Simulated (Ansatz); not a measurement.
MgNiH: how the free axis answers a strain

MgNiH, P4/mmm, a = 3.067 Å, c = 3.214 Å. The structure is a Materials Project entry; whether it is the stable form wasn't checked. Ansatz: PBEsol, PAW, 420 eV, Γ-centred 14×14×14 mesh on 3 atoms, Gaussian smearing 0.10 eV; no spin polarisation. Series: biaxial strain in the a-b plane, c and atoms relaxed; x is the strain in per cent. y is the change of c in per cent of 3.214 Å.

| x (%) | y (%) |
| --- | --- |
| -3.0 | 2.00 |
| -2.0 | 1.29 |
| -1.0 | 0.61 |
| 0.0 | 0.00 |
| 1.0 | -0.58 |
| 2.0 | ? |
| 3.0 | -1.49 |

**Question.** Fit y = c1 x + c2 x² to the other rows, say what c1 measures, and predict the missing y.

**Answer.** Least squares on the rows shown. y = −0.5839 x + 0.02838 x². With no stress along c, c1 = −2C13/C33 = -0.584. At x = 2.0 the fit asked for gives -1.05 %. The run gave -1.09 %, so the fit is 0.04 % too high, 1.1 % of the span of the series, against an rms of 0.01 % on the fitted rows. With a term in x³ added, a fit to the same known rows predicts -1.07 %, which recovers part of the miss; the known rows don't hold the rest.